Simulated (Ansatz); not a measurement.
W (bcc (W type)), relaxed with LDA (Ansatz, an electronic-structure program, plane waves, PAW): a = b = c = 3.136 Å, α = β = γ = 90.00°.

| Item | Value |
|---|---|
| B₀ by P(V) fit (GPa) | 335 |
| K_Hill (GPa) | 335 |
| G_Hill (GPa) | 159 |
| Θ_D (K) | 378 |

The same phase is relaxed and computed with PBE in the same code. What are the cell and these values now?

a = 3.1837 Å, b = 3.1837 Å, c = 3.1837 Å, α = 90.00°, β = 90.00°, γ = 90.00°.

- B₀ by P(V) fit (GPa) = 304
- K_Hill (GPa) = 303
- G_Hill (GPa) = 148
- Θ_D (K) = 368

All cells were relaxed under the symmetry of their starts (and spin orders); stability against distortions was not tested throughout. Rows with no word on spin ran without spin polarisation. Spin–orbit coupling is left out wherever it is not named.

Potentials: the earlier of the program's two PAW sets.

Ansatz is a plane-wave DFT program.
